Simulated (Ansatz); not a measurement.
TiTe$_{2}$:
Space group P-3m1 (No. 164); a = b = 3.7714 Å, c = 6.8662 Å, α = β = 90.00°, γ = 120.00°

| atom | site | symmetry | x | y | z |
|---|---|---|---|---|---|
| Ti | 1a | -3m. | 0.0000 | 0.0000 | 0.0000 |
| Te | 2d | 3m. | 0.3333 | 0.6667 | 0.2518 |

Relaxed at zero pressure with plane-wave PAW PBE (Ansatz code).

Problem. The volume is lowered by 3 % and shape and atoms relax at that volume. What pressure results, and how do the axes share the change?

Solution. 0.5 GPa; a -0.2 %, b -0.2 %, c -2.6 %; the energy rises by 1 meV/atom.

Problem. Give the new structure.

Solution. 
Space group P-3m1 (No. 164); a = b = 3.7638 Å, c = 6.6873 Å, α = β = 90.00°, γ = 120.00°

```csv
atom,site,symmetry,x,y,z
Ti,1a,-3m.,0.0000,0.0000,0.0000
Te,2d,3m.,0.3333,0.6667,0.2580
```

The phase is kept; no other phase was compared at this pressure.

Symmetry was held in the PBE relaxation. No spin polarisation was allowed. A crystal of weakly bound layers computed without a dispersion correction: the cell and the soft elastic constants depend strongly on that. Spin–orbit coupling is left out wherever it is not named.

Potentials: the later of the program's two PAW sets.
